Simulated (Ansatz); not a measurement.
Rutile alloy of SnO2 and TiO2 (21 of 24 Sn sites exchanged), 72 atoms

Ansatz, PAW, plane waves. PBEsol relaxation of cell lengths and atoms (angles held) at the single k point (¼, ¼, ¼) without its symmetry partners; single points on the relaxed atoms at the single k point (¼, ¼, ¼) without its symmetry partners, onto which points of the small cell's zone fold. Arrangement: quasirandom. No spin–orbit coupling unless named.

Relaxed structure:

```
CELL_PARAMETERS angstrom
9.24993 0.00000 0.00000
0.00000 9.24495 0.00000
0.00000 0.00000 8.92485
ATOMIC_POSITIONS crystal
Ti 0.99264 0.99171 0.99798
Ti 0.00404 0.99711 0.32630
Ti 0.99360 0.00155 0.66902
Ti 0.00303 0.50212 0.99548
Ti 0.98929 0.50268 0.33520
Ti 0.00051 0.50200 0.66772
Ti 0.50838 0.00710 0.00740
Ti 0.49007 0.99293 0.32433
Ti 0.50582 0.49558 0.34070
Ti 0.48962 0.50008 0.66043
Ti 0.23926 0.25923 0.16311
Ti 0.24582 0.23966 0.84076
Ti 0.25245 0.74319 0.16966
Ti 0.23528 0.75040 0.50317
Ti 0.25295 0.75667 0.84021
Ti 0.75232 0.24839 0.16351
Ti 0.75229 0.23953 0.49276
Ti 0.75448 0.26262 0.82731
Ti 0.75499 0.74797 0.16644
Ti 0.74714 0.75317 0.49558
Ti 0.74662 0.74715 0.82578
Sn 0.50258 0.99775 0.66779
Sn 0.50125 0.50041 0.00029
Sn 0.24868 0.25145 0.49918
O 0.14987 0.15282 0.00194
O 0.14813 0.14910 0.32396
O 0.15013 0.14749 0.67473
O 0.15380 0.65043 0.00076
O 0.14938 0.65372 0.33343
O 0.14862 0.65308 0.66523
O 0.65275 0.15473 0.00042
O 0.65681 0.15131 0.33393
O 0.65999 0.15455 0.66599
O 0.65912 0.65510 0.00082
O 0.65543 0.65109 0.33126
O 0.65290 0.65499 0.66680
O 0.34203 0.34541 0.00030
O 0.35033 0.35110 0.32222
O 0.35055 0.34903 0.67651
O 0.34604 0.84590 0.00036
O 0.34493 0.84749 0.33389
O 0.34192 0.84404 0.66571
O 0.84893 0.34772 0.00085
O 0.84915 0.34745 0.33326
O 0.85042 0.34840 0.66596
O 0.84961 0.84674 0.00185
O 0.84919 0.84576 0.33298
O 0.84624 0.84804 0.66560
O 0.09568 0.40358 0.16716
O 0.09360 0.40814 0.49956
O 0.09568 0.40313 0.83338
O 0.09642 0.90178 0.16587
O 0.09642 0.90265 0.49983
O 0.09491 0.90082 0.83381
O 0.60291 0.39857 0.17496
O 0.59691 0.40241 0.50110
O 0.60383 0.40131 0.82487
O 0.59857 0.90174 0.16670
O 0.60118 0.89727 0.49038
O 0.60256 0.89855 0.84434
O 0.40373 0.09557 0.16632
O 0.40548 0.09735 0.49099
O 0.39931 0.09863 0.84349
O 0.40095 0.60294 0.17533
O 0.40141 0.59495 0.49873
O 0.39991 0.60252 0.82515
O 0.90107 0.09489 0.16661
O 0.90526 0.09819 0.50024
O 0.90247 0.09565 0.83422
O 0.90313 0.59810 0.16586
O 0.90080 0.59684 0.50019
O 0.90370 0.59831 0.83511
```

Problem. What are the mean bond lengths by pair (pairs within 1.2 times the sum of covalent radii, less contacts 15 % beyond the pair's median; cation–cation pairs of compounds aside; long ionic contacts are cut short by that bound)?

Solution. O–Sn 2.049 ± 0.007 Å (standard deviation, 18 bonds); O–Ti 1.962 ± 0.059 Å (standard deviation, 126 bonds).

Problem. What gap lies between the top filled and the lowest empty level in the single points?

Solution. r²SCAN 2.67 eV (6.1 s on NVIDIA GB300). Away from Γ this isn't the crystal's band gap.
